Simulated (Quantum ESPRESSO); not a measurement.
# Hf2TiO4F4: one run as intended and one with a planted mistake

Computed values, not a measurement. The program is pw.x of Quantum ESPRESSO 7.5 (plane-wave density functional theory). The cell is made up: 11 atoms on a rutile lattice with one site empty, with randomly drawn elements, strain and displacements, not relaxed. PseudoDojo standard norm-conserving files (v0.5 for PBE, v0.4.1 for LDA and PBEsol) set the functional; there is no spin polarisation, spin-orbit coupling or dispersion term, and the masses in the input are unused placeholders.

The hafnium pseudopotential is less sure than the others, with forces about 3 percent (worst 6) and pressure in oxides about 1.5 GPa (worst 2.7) from a second method in checks, which no rerun with the same files tests.

Intended input:

```
&control calculation='scf', pseudo_dir='./dojo.nc.sr.pbe.v0_5.standard.upf', outdir='./o', disk_io='low', tprnfor=.true., tstress=.true. /
&system ibrav=0, nat=11, ntyp=4, nbnd=50, ecutwfc=84.00895049, nosym=.true., tot_charge=0,
 occupations='smearing', smearing='fd', degauss=0.0018374661
/
&electrons conv_thr=7.350e-09, electron_maxstep=60, /
ATOMIC_SPECIES
F 1.0 F.upf
Hf 1.0 Hf.upf
O 1.0 O.upf
Ti 1.0 Ti.upf
CELL_PARAMETERS angstrom
4.744 -0.055 -0.0298
-0.055 4.7434 -0.0399
-0.0388 -0.0519 6.2591
ATOMIC_POSITIONS angstrom
Hf -0.0059 -0.0205 -0.0882
Hf 2.2336 2.3975 1.5878
Ti -0.0339 -0.0134 3.1567
O 1.476 1.5096 0.052
O 3.1681 3.3974 0.0139
F 3.7928 0.8444 1.4659
O 0.8888 3.8634 1.5656
F 1.3301 1.447 3.1365
F 3.2213 3.1776 3.1453
F 3.8184 0.8551 4.7353
O 0.9443 3.7739 4.6652
K_POINTS automatic
5 5 4 1 1 1
```

The log is shortened where brackets say so; the opening notice, blank lines, dates and the lines on written files are dropped, and the path of the files is cut. It prints rydbergs, bohrs and kilobars, and counts compression as positive stress. Where no state is partly filled, the Fermi energy that it prints is only some level between the filled and the empty states on the mesh, and need not lie in the true gap.

Log of the intended run:

```
     Program PWSCF v.7.5
     Parallel version (MPI & OpenMP), running on       4 processor cores
     Number of MPI processes:                 4
     Threads/MPI process:                     1
     [start-up lines left out]
     bravais-lattice index     =            0
     lattice parameter (alat)  =       8.9656  a.u.
     unit-cell volume          =     950.2476 (a.u.)^3
     number of atoms/cell      =           11
     number of atomic types    =            4
     number of electrons       =        88.00
     number of Kohn-Sham states=           50
     kinetic-energy cutoff     =      84.0090  Ry
     charge density cutoff     =     336.0358  Ry
     scf convergence threshold =      7.3E-09
     mixing beta               =       0.7000
     number of iterations used =            8  plain     mixing
     Exchange-correlation= PBE
                           (   1   4   3   4   0   0   0)
     [axes and pseudopotential details left out]
   Cartesian axes
     site n.     atom                  positions (alat units)
         1        Hf     tau(   1) = (  -0.0012436  -0.0043209  -0.0185903  )
         2        Hf     tau(   2) = (   0.4707854   0.5053313   0.3346674  )
         3        Ti     tau(   3) = (  -0.0071452  -0.0028244   0.6653511  )
         4        O      tau(   4) = (   0.3111028   0.3181848   0.0109603  )
         5        O      tau(   5) = (   0.6677539   0.7160845   0.0029298  )
         6        F      tau(   6) = (   0.7994246   0.1779778   0.3089740  )
         7        O      tau(   7) = (   0.1873362   0.8143053   0.3299882  )
         8        F      tau(   8) = (   0.2803508   0.3049904   0.6610935  )
         9        F      tau(   9) = (   0.6789671   0.6697563   0.6629483  )
        10        F      tau(  10) = (   0.8048204   0.1802331   0.9980793  )
        11        O      tau(  11) = (   0.1990341   0.7954410   0.9833041  )
     number of k points=    50  Fermi-Dirac smearing, width (Ry)=  0.0018
                       cart. coord. in units 2pi/alat
        k(    1) = (   0.1017958   0.1020111   0.0962272), wk =   0.0400000
        k(    2) = (   0.1030050   0.1036193   0.2857486), wk =   0.0400000
     [further k points left out]
     Dense  grid:    98845 G-vectors     FFT dimensions: (  54,  54,  72)
     Estimated max dynamical RAM per process >     284.04 MB
     Estimated total dynamical RAM >       1.04 GB
     Initial potential from superposition of free atoms
     starting charge      87.9947, renormalised to      88.0000
     Starting wfcs are   62 randomized atomic wfcs
     total cpu time spent up to now is        5.9 secs
     per-process dynamical memory:   222.4 Mb
     Self-consistent Calculation
     iteration #  1     ecut=    84.01 Ry     beta= 0.70
     Davidson diagonalization with overlap
     ethr =  1.00E-02,  avg # of iterations =  2.0
     total cpu time spent up to now is       15.1 secs
     total energy              =    -672.53394661 Ry
     estimated scf accuracy    <       4.43846467 Ry
     iteration #  2     ecut=    84.01 Ry     beta= 0.70
     Davidson diagonalization with overlap
     ethr =  5.04E-03,  avg # of iterations =  6.1
     total cpu time spent up to now is       30.0 secs
     total energy              =    -667.37610298 Ry
     estimated scf accuracy    <      80.41861156 Ry
     [iterations 3 to 16 left out]
     iteration # 17     ecut=    84.01 Ry     beta= 0.70
     Davidson diagonalization with overlap
     ethr =  2.48E-11,  avg # of iterations =  4.4
     total cpu time spent up to now is      182.6 secs
     total energy              =    -675.02570650 Ry
     estimated scf accuracy    <       0.00000002 Ry
     iteration # 18     ecut=    84.01 Ry     beta= 0.70
     Davidson diagonalization with overlap
     ethr =  1.73E-11,  avg # of iterations =  3.0
     total cpu time spent up to now is      191.7 secs
     End of self-consistent calculation
     [lines on levels left out]
     the Fermi energy is     7.6808 ev
!    total energy              =    -675.02570650 Ry
     estimated scf accuracy    <          6.6E-10 Ry
     smearing contrib. (-TS)   =      -0.00000021 Ry
     internal energy E=F+TS    =    -675.02570629 Ry
     The total energy is F=E-TS. E is the sum of the following terms:
     one-electron contribution =    -262.30888316 Ry
     hartree contribution      =     172.84810518 Ry
     xc contribution           =    -152.22565649 Ry
     ewald contribution        =    -433.33927182 Ry
     convergence has been achieved in  18 iterations
     Forces acting on atoms (cartesian axes, Ry/au):
     atom    1 type  2   force =     0.09643321   -0.08461497   -0.01742745
     atom    2 type  2   force =    -0.00511557    0.02853235   -0.23151605
     atom    3 type  4   force =     0.13775002   -0.13350962    0.10432909
     atom    4 type  3   force =    -0.06068982   -0.05338240    0.05930936
     atom    5 type  3   force =     0.03620801    0.00551838    0.08536265
     atom    6 type  1   force =    -0.02322816    0.04023600    0.09446149
     atom    7 type  3   force =    -0.06957512    0.05361643    0.10612131
     atom    8 type  1   force =    -0.04986367   -0.04948080    0.01957535
     atom    9 type  1   force =     0.07987721    0.06924722    0.03357706
     atom   10 type  1   force =    -0.03120472    0.03370757   -0.11355618
     atom   11 type  3   force =    -0.11059139    0.09012984   -0.14023663
     Total force =     0.490174     Total SCF correction =     0.000065
     Computing stress (Cartesian axis) and pressure
          total   stress  (Ry/bohr**3)                   (kbar)     P=       31.43
   0.00019939  -0.00011562   0.00013639           29.33      -17.01       20.06
  -0.00011562   0.00031125   0.00014955          -17.01       45.79       22.00
   0.00013639   0.00014955   0.00013042           20.06       22.00       19.19
     init_run     :      4.87s CPU      5.16s WALL (       1 calls)
     electrons    :    183.65s CPU    185.79s WALL (       1 calls)
     forces       :      1.95s CPU      2.00s WALL (       1 calls)
     stress       :      6.89s CPU      7.17s WALL (       1 calls)
     [timing details left out]
     PWSCF        :   3m18.18s CPU   3m21.05s WALL
     JOB DONE.
```

A second run has one planted mistake: the k-point mesh is too coarse. The input lines that differ, file-writing options aside:

```
- 5 5 4 1 1 1
+ 2 2 2 1 1 1
```

Its log:

```
     Program PWSCF v.7.5
     Parallel version (MPI & OpenMP), running on       4 processor cores
     Number of MPI processes:                 4
     Threads/MPI process:                     1
     [start-up lines left out]
     bravais-lattice index     =            0
     lattice parameter (alat)  =       8.9656  a.u.
     unit-cell volume          =     950.2476 (a.u.)^3
     number of atoms/cell      =           11
     number of atomic types    =            4
     number of electrons       =        88.00
     number of Kohn-Sham states=           50
     kinetic-energy cutoff     =      84.0090  Ry
     charge density cutoff     =     336.0358  Ry
     scf convergence threshold =      7.3E-09
     mixing beta               =       0.7000
     number of iterations used =            8  plain     mixing
     Exchange-correlation= PBE
                           (   1   4   3   4   0   0   0)
     [axes and pseudopotential details left out]
   Cartesian axes
     site n.     atom                  positions (alat units)
         1        Hf     tau(   1) = (  -0.0012436  -0.0043209  -0.0185903  )
         2        Hf     tau(   2) = (   0.4707854   0.5053313   0.3346674  )
         3        Ti     tau(   3) = (  -0.0071452  -0.0028244   0.6653511  )
         4        O      tau(   4) = (   0.3111028   0.3181848   0.0109603  )
         5        O      tau(   5) = (   0.6677539   0.7160845   0.0029298  )
         6        F      tau(   6) = (   0.7994246   0.1779778   0.3089740  )
         7        O      tau(   7) = (   0.1873362   0.8143053   0.3299882  )
         8        F      tau(   8) = (   0.2803508   0.3049904   0.6610935  )
         9        F      tau(   9) = (   0.6789671   0.6697563   0.6629483  )
        10        F      tau(  10) = (   0.8048204   0.1802331   0.9980793  )
        11        O      tau(  11) = (   0.1990341   0.7954410   0.9833041  )
     number of k points=     4  Fermi-Dirac smearing, width (Ry)=  0.0018
                       cart. coord. in units 2pi/alat
        k(    1) = (   0.2541873   0.2546257   0.1931876), wk =   0.5000000
        k(    2) = (   0.2517690   0.2514093  -0.1858552), wk =   0.5000000
     [further k points left out]
     Dense  grid:    98845 G-vectors     FFT dimensions: (  54,  54,  72)
     Estimated max dynamical RAM per process >     161.50 MB
     Estimated total dynamical RAM >     573.58 MB
     Initial potential from superposition of free atoms
     starting charge      87.9947, renormalised to      88.0000
     Starting wfcs are   62 randomized atomic wfcs
     total cpu time spent up to now is        1.8 secs
     per-process dynamical memory:    96.2 Mb
     Self-consistent Calculation
     iteration #  1     ecut=    84.01 Ry     beta= 0.70
     Davidson diagonalization with overlap
     ethr =  1.00E-02,  avg # of iterations =  2.0
     total cpu time spent up to now is        2.5 secs
     total energy              =    -672.52898303 Ry
     estimated scf accuracy    <       4.44327181 Ry
     iteration #  2     ecut=    84.01 Ry     beta= 0.70
     Davidson diagonalization with overlap
     ethr =  5.05E-03,  avg # of iterations =  6.0
     total cpu time spent up to now is        3.6 secs
     total energy              =    -667.34754481 Ry
     estimated scf accuracy    <      80.71687295 Ry
     [iterations 3 to 16 left out]
     iteration # 17     ecut=    84.01 Ry     beta= 0.70
     Davidson diagonalization with overlap
     ethr =  1.86E-10,  avg # of iterations =  2.0
     total cpu time spent up to now is       16.5 secs
     total energy              =    -675.02570091 Ry
     estimated scf accuracy    <       0.00000006 Ry
     iteration # 18     ecut=    84.01 Ry     beta= 0.70
     Davidson diagonalization with overlap
     ethr =  6.30E-11,  avg # of iterations =  5.0
     total cpu time spent up to now is       17.3 secs
     End of self-consistent calculation
     [lines on levels left out]
     the Fermi energy is     7.6858 ev
!    total energy              =    -675.02570092 Ry
     estimated scf accuracy    <          3.0E-09 Ry
     smearing contrib. (-TS)   =      -0.00000017 Ry
     internal energy E=F+TS    =    -675.02570075 Ry
     The total energy is F=E-TS. E is the sum of the following terms:
     one-electron contribution =    -262.30554386 Ry
     hartree contribution      =     172.84383897 Ry
     xc contribution           =    -152.22472405 Ry
     ewald contribution        =    -433.33927182 Ry
     convergence has been achieved in  18 iterations
     Forces acting on atoms (cartesian axes, Ry/au):
     atom    1 type  2   force =     0.09655029   -0.08515042   -0.01877059
     atom    2 type  2   force =    -0.00511183    0.02835287   -0.23157649
     atom    3 type  4   force =     0.13806564   -0.13398004    0.10382098
     atom    4 type  3   force =    -0.06069842   -0.05282405    0.05982115
     atom    5 type  3   force =     0.03603204    0.00551686    0.08596616
     atom    6 type  1   force =    -0.02332007    0.04016120    0.09472563
     atom    7 type  3   force =    -0.06947109    0.05366666    0.10612081
     atom    8 type  1   force =    -0.04999942   -0.04949671    0.01952847
     atom    9 type  1   force =     0.07977879    0.06957782    0.03365945
     atom   10 type  1   force =    -0.03118126    0.03365224   -0.11321838
     atom   11 type  3   force =    -0.11064468    0.09052359   -0.14007719
     Total force =     0.490607     Total SCF correction =     0.000105
     Computing stress (Cartesian axis) and pressure
          total   stress  (Ry/bohr**3)                   (kbar)     P=       31.25
   0.00019961  -0.00011790   0.00013648           29.36      -17.34       20.08
  -0.00011790   0.00031008   0.00014980          -17.34       45.61       22.04
   0.00013648   0.00014980   0.00012752           20.08       22.04       18.76
     init_run     :      1.61s CPU      1.69s WALL (       1 calls)
     electrons    :     15.26s CPU     15.48s WALL (       1 calls)
     forces       :      0.33s CPU      0.36s WALL (       1 calls)
     stress       :      0.74s CPU      0.76s WALL (       1 calls)
     [timing details left out]
     PWSCF        :     18.08s CPU     18.46s WALL
     JOB DONE.
```

|  | intended run | run with the mistake |
| --- | --- | --- |
| free energy (eV) | -9184.193 | -9184.193 |
| smearing term -TS (eV) | 0.0000 | 0.0000 |
| pressure (GPa) | 3.14 | 3.12 |
| largest force component (eV/Å) | 5.953 | 5.954 |
| largest change of a force component (eV/Å) |  | 0.035 |
| iterations | 18 | 18 |

For scale, a rerun of the intended cell at a cutoff of 1437 eV and k mesh 7 x 7 x 6 moved values by no more than 0.004 eV in energy, 0.03 GPa in stress and 0.002 eV/Å in force.